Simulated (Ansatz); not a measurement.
# 5 guesses for Cd₃SeS₂ and where they end

Level of theory: Ansatz, DFT PBE, scalar-relativistic, plane waves, PAW. All cells share a 420 eV cutoff and Γ-centred k meshes spaced at most about 0.3 Å⁻¹ (about 0.25 or finer for metals, 2π included). No spin polarisation in the final relaxations.

Each guess was relaxed in cell and atoms at zero pressure, within the symmetry of its start. All energies are static (0 K, no zero-point motion). Coordination counts S or Se atoms around Cd (for each partner element, those within 1.25 times its shortest distance or 1.15 times the sum of covalent radii, where it is the nearest in units of that sum or under 1.3; a plus sign parts groups by distance over the sum of covalent radii; the shortest distance is added where it exceeds 1.18 times the sum of covalent radii; a slash parts the counts of unlike sites).

```
guess      made from  start group  V start (Å³/atom)  end group  V end (Å³/atom)  coordination at the end  gap on mesh (eV)  E over the lowest end (meV/atom)
    1  Pr3MgAl2 type       P4/mmm               29.6     P4/mmm             20.8        Cd 8/8 from 3.0 Å                 0                               212
    2    random cell       P6/mmm               29.8     P6/mmm             23.9                   Cd 4+2                 0                                35
    3    random cell       P4/mmm               28.7     P4/mmm             23.8                     Cd 4                 0                               143
    4   LuB2Os3 type       P6/mmm               23.2          ?                ?                        ?                 ?                                 ?
    5  Li3MnAs2 type        P-4m2               28.0      P-4m2             31.2                     Cd 4                 0                                 0
```

Guess 4 as it starts:

```yaml
crystal:
  lattice:
    - [6.58993, 0.00000, 0.00000]
    - [-3.29497, 5.70705, 0.00000]
    - [0.00000, 0.00000, 3.70148]
  atoms:
    - { symbol: Cd, position: [0.50000, 0.00000, 0.50000] }
    - { symbol: Cd, position: [0.50000, 0.50000, 0.50000] }
    - { symbol: Cd, position: [0.00000, 0.50000, 0.50000] }
    - { symbol: Se, position: [0.00000, 0.00000, 0.00000] }
    - { symbol: S, position: [0.33333, 0.66667, 0.00000] }
    - { symbol: S, position: [0.66667, 0.33333, 0.00000] }
```

Problem. Fill in the missing row: what does this guess relax into, and where does it rank?

Solution. It ends in space group P6/mmm (No. 191), with a = 6.931 Å, c = 3.535 Å, 24.5 Å³/atom and no gap; its coordination is Cd 4. It lies 202 meV/atom over the lowest end, above guess 3 and below guess 1. Counting S or Se atoms around Cd, this end and the lowest (guess 5) both have Cd 4.

```
Cd Se S
1.0
     6.93100    0.00000    0.00000
    -3.46550    6.00242    0.00000
     0.00000    0.00000    3.53455
Cd Se S
3 1 2
Direct
  0.50000 0.00000 0.50000
  0.50000 0.50000 0.50000
  0.00000 0.50000 0.50000
  0.00000 0.00000 0.00000
  0.33333 0.66667 0.00000
  0.66667 0.33333 0.00000
```

Formation energies are uncorrected and refer to the elements' standard structures at the same level.

Problem. Is the lowest end bound against the elements?

Solution. Yes: its formation energy is −0.24 eV/atom. Whether it is stable depends on the other phases of the system, which aren't compared here.

For metals, differences of a few meV/atom aren't resolved. Weakly bound directions are ill-defined at this level, which has no dispersion term (P-4m2), and this can change margins and order among such cells. The reference forms of S and Se are held partly by dispersion forces, which this level lacks. Cells relaxed within their symmetry can be saddle points. A lower structure may well exist outside this small set. Some structure types and database cells were kept out of the candidates from the start, so a known form may be missing.
